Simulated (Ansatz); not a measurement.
HgSe (zinc blende, F-43m) at seven volumes, DFT-PBE in the program Ansatz with PAW potentials, scaled uniformly. One row is withheld.

```
V (Å³/atom)  P (GPa)
-----------  -------
27.905          5.09
28.824          3.08
29.744          1.40
30.664          0.00
31.584         -1.17
32.504         -2.14
33.424             ?
```

Question: Fit the shown pressures and predict the withheld one.

Answer: P = (3/2)B₀(x^(7/2) − x^(5/2))[1 + (3/4)(B′ − 4)(x − 1)] with x = (V₀/V)^(2/3). Least squares on the six rows gives V₀ = 30.664 Å³/atom, B₀ = 42.6 GPa, B′ = 5.04. At V = 33.424, x = 0.9442 and P = -2.96 GPa. The run itself gave -2.95 GPa.

The PBE relaxation kept the symmetry of its start; phonons on a q-mesh show no instability. Scalar-relativistic: spin–orbit coupling is off unless named, which matters more the heavier the elements.

Potentials: the later of the program's two PAW sets.
